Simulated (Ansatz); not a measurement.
Relaxed Cd (hcp, Mg type):

```yaml
crystal:
  lattice:
    - [6.03211, 0.00000, 0.00000]
    - [-1.50803, 2.61198, 0.00000]
    - [0.00000, 0.00000, 5.81912]
  atoms:
    - { symbol: Cd, position: [0.16667, 0.66667, 0.75000] }
    - { symbol: Cd, position: [0.66667, 0.66667, 0.75000] }
    - { symbol: Cd, position: [0.33333, 0.33333, 0.25000] }
    - { symbol: Cd, position: [0.83333, 0.33333, 0.25000] }
```

A phonon eigenvector at M = (0.5, 0.0, 0.0) is frozen into this cell: atom i moves by Q times the vector below, so Q is the largest atomic displacement, in Å. The cell is held. (q is in reciprocal vectors of the primitive cell; the cell shown is doubled to hold the pattern.)

| atom | x | y | z |
|---|---|---|---|
| Cd1 | 0.866 | 0.500 | 0.000 |
| Cd2 | -0.866 | -0.500 | 0.000 |
| Cd3 | 0.866 | 0.500 | 0.000 |
| Cd4 | -0.866 | -0.500 | 0.000 |

The numbers are results of PBE (plane waves to 420 eV, PAW, scalar-relativistic; Ansatz, a first-principles code), not measurements. k mesh 9×18×8 (Γ-centred), Fermi-Dirac smearing 0.05 eV. E stands for the smeared free energy. With partly filled bands, energies and forces of such displacements shift with the k mesh and the smearing. Cd was relaxed with its symmetry unable to fall. The relaxed volume of Cd is well above the measured one; the method has no dispersion term. The zero of ΔE is the undisplaced structure.

```csv
Q (Å),ΔE (meV/cell)
-0.180,583
-0.120,247
-0.060,60
0.000,0
0.060,60
0.120,247
0.180,583
```

Q: Which DFPT wavenumber at M = (0.5, 0.0, 0.0) belongs to this mode?
A) 68 cm⁻¹
B) 32 cm⁻¹
C) 140 cm⁻¹

A: C, 140 cm⁻¹. The curvature of the scan gives 141 cm⁻¹

(A displaced cell: forces are minus the slopes of the energy, force constants its curvatures, and phonons follow from these.)
